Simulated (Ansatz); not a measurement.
**CrSO$_{4}$ single point**

The input, for Ansatz 0.2.0 (plane waves, PAW):

```yaml
crystal:
  lattice:
    - [2.57445676, 3.91636993, 0.0]
    - [2.57445676, -3.91636993, 0.0]
    - [0.0, 0.0, -6.33051635]
  atoms:
    - { symbol: Cr, position: [0.0, 0.0, 0.0] }
    - { symbol: Cr, position: [0.0, 0.0, 0.5] }
    - { symbol: O, position: [0.25, 0.75, 0.98] }
    - { symbol: O, position: [0.75, 0.25, 0.48] }
    - { symbol: O, position: [0.75, 0.25, 0.02] }
    - { symbol: O, position: [0.25, 0.75, 0.52] }
    - { symbol: S, position: [0.35, 0.65, 0.75] }
    - { symbol: S, position: [0.65, 0.35, 0.25] }
    - { symbol: O, position: [0.722, 0.778, 0.75] }
    - { symbol: O, position: [0.278, 0.222, 0.25] }
    - { symbol: O, position: [0.778, 0.722, 0.25] }
    - { symbol: O, position: [0.222, 0.278, 0.75] }
  symmetry: { tolerance: 0.0003 }
kpoints:
  mp_grid: { grid: [7, 7, 5], shift: [0, 0, 0] }
  band_path:
    path:
      - [0.0, 0.0, 0.0]
      - [0.5, -0.5, 0.0]
      - [0.64197014, -0.35802986, 0.0]
      - [0.35802986, 0.35802986, 0.0]
      - [0.0, 0.0, 0.0]
      - [0.0, 0.0, -0.5]
      - [0.35802986, 0.35802986, -0.5]
      - [0.64197014, -0.35802986, -0.5]
      - [0.5, -0.5, -0.5]
      - [0.5, -0.5, 0.0]
      - [0.0, 0.0, 0.0]
    npoints: 6
magnetization:
  spin_polarized: false
scf:
  occupations: { method: fermi_dirac }
  lower_state_search: "off"
  max_iter: 200
hamiltonian:
  pseudopotentials: { kind: paw }
  xc: r2scan
basis:
  ecutwfc: 500
  fft_grid_basis: typed
output:
  forces: true
  stress: true
  eigenvalues: true
  bader: true
  populations: true
  elf: true
  write_potential: true
  volumetric_format: npy
  dos:
    e_range: [-12, 8]
    de: 0.05
    projected: { site_lists: { Cr: [Cr], O: [O], S: [S] } }
checkpoint:
  read: saved_state
```

The run starts from an earlier solution of this cell. 

Output (shortened):

```
Pseudopotentials: kind: paw
Pseudopotential: Cr, paw, valence charge 14, recommended cutoff 500 eV (meta_gga), Cr.paw.azcp
Pseudopotential: O, paw, valence charge 6, recommended cutoff 500 eV (meta_gga), O.paw.azcp
Pseudopotential: S, paw, valence charge 6, recommended cutoff 500 eV (meta_gga), S.paw.azcp
Functional definition: r2SCAN
  exchange = r2scan_x(k0 = k0, k1 = k1, a1 = a1)
  correlation = r2scan_c
Crystal: 12 atoms, lattice volume = 127.655 Å³
Basis set: ecut = 500 eV, 3265 PW (Γ), exchange–correlation on 144×144×192 points (64 copies of the dense FFT grid, shifted against one another)
Bands: 56, of which v1, the nominal top of the filled ones, is band 44 counted from 1 (43 counted from 0)
Symmetry: 8 space group operations
Space group: Cmcm (ITA 63), of the structure as read, at distance tolerance 1.5e-3 Å
k-points: 48 of 245
Initial density: read from a saved state, or passed on in memory by an earlier SCF of this step, an earlier step, the calling program or the single point that the run made first
Functional: x = r2scan, c = r2scan; τ floored in thin density (d = 2e-4 eV/Å³)
SCF iter   1: F=-13116.2138 eV  Δρ=4.31e-3  dr2=2.52e-3  dr2_τ=1.34e-2
SCF iter   2: F=-13116.2162 eV  Δρ=1.37e-3  dr2=9.09e-4  dr2_τ=8.33e-5
SCF iter   3: F=-13116.2163 eV  Δρ=7.47e-4  dr2=3.73e-4  dr2_τ=5.77e-5
SCF iter   4: F=-13116.2165 eV  Δρ=2.09e-4  dr2=4.20e-5  dr2_τ=1.01e-5
SCF iter   5: F=-13116.2166 eV  Δρ=1.64e-4  dr2=1.87e-5  dr2_τ=2.33e-6
SCF iter   6: F=-13116.2166 eV  Δρ=4.70e-5  dr2=1.62e-6  dr2_τ=1.15e-7
SCF iter   7: F=-13116.2166 eV  Δρ=1.86e-5  dr2=3.29e-7  dr2_τ=2.89e-8
SCF iter   8: F=-13116.2166 eV  Δρ=7.88e-6  dr2=5.26e-8  dr2_τ=7.06e-9
Free energy (F): -13116.2166 eV
Harris-Foulkes:  -13116.2166 eV  (|F-HF|=2.51e-8)
Internal energy: -13115.7817 eV  (E = F + TS)
E sigma→0 (E₀):  -13115.9991 eV
Entropy (-TS):   -0.4349 eV (-36.245 meV/atom)
Fermi energy:    9.9491 eV
--- Per-component energies (eV) ---
  E_band       = -714.6242
  E_kinetic    = 2306.2504
  E_local      = -6859.1967  (includes V_loc(G=0)·N_el)
  E_nonlocal   = 597.7113
  E_hartree    = 2687.4018
  E_xc         = -1036.5696
  E_vxc        = -1425.0730  (∫ρ·V_xc dr)
  E_paw        = -4903.7408  (= ΣΔE_a)
  E_vpaw       = -798.7189  (= ΣTr[D̂ρ^β])
  E_aug_tail   = 0.0086  (compensation charges beyond the density's cutoff)
  E_vtau       = 89.6030  (kinetic-family band-sum trace: ∫τ·v_τ [+ j·A + Jᵃ·Aᵃ] dr)
  E_ewald      = -5906.6270
  E_core_change = -1.0197  (= ΣΔE_core)
  E_smearing   = -0.4349  (= −TS)
--- Forces (eV/Å), atoms counted from 1 ---
  atom   1  Cr     0.0000     0.0000     0.0000
  atom   2  Cr     0.0000     0.0000     0.0000
  atom   3  O      0.0000     1.0395     3.7191
  atom   4  O      0.0000    -1.0395     3.7191
  atom   5  O      0.0000    -1.0395    -3.7191
  atom   6  O      0.0000     1.0395    -3.7191
  atom   7  S      0.0000    -0.4814     0.0000
  atom   8  S      0.0000     0.4814     0.0000
  atom   9  O     -1.7090    -1.0795     0.0000
  atom  10  O      1.7090     1.0795     0.0000
  atom  11  O     -1.7090     1.0795     0.0000
  atom  12  O      1.7090    -1.0795     0.0000
--- Stress (GPa, compression-positive) ---
       -1.2930       0.0000       0.0000
        0.0000     -13.8390       0.0000
        0.0000       0.0000     -24.5846
  P = ⅓ Tr σ = -13.2389 GPa (-132.389 kbar)
--- Löwdin populations: 12 sites ---
  site symbol       q [e]
     0     Cr     12.9763
     1     Cr     12.9763
     2      O      6.6433
     3      O      6.6433
     4      O      6.6433
     5      O      6.6433
     6      S      3.9162
     7      S      3.9162
     8      O      6.6754
     9      O      6.6754
    10      O      6.6754
    11      O      6.6754
  spilling = 0.0107 (of n_electrons = 88.0000)
--- Bader charges: 12 sites ---
  site symbol  charge [e]  shift [e]
     0     Cr      1.6067     0.0005
     1     Cr      1.6067     0.0005
     2      O     -0.9869     0.0063
     3      O     -0.9870     0.0063
     4      O     -0.9870     0.0063
     5      O     -0.9869     0.0063
     6      S      2.7921     0.0309
     7      S      2.7921     0.0309
     8      O     -1.2124     0.0089
     9      O     -1.2124     0.0089
    10      O     -1.2124     0.0089
    11      O     -1.2124     0.0089
```

Total energies depend on the potentials used, so only differences within one code and one set of settings carry meaning.

Origin: a known structure type with other elements, at an estimated volume, so it need not be a known compound. Caveats: no spin polarisation, so a magnetic state may lie lower; atoms or cell far from equilibrium.
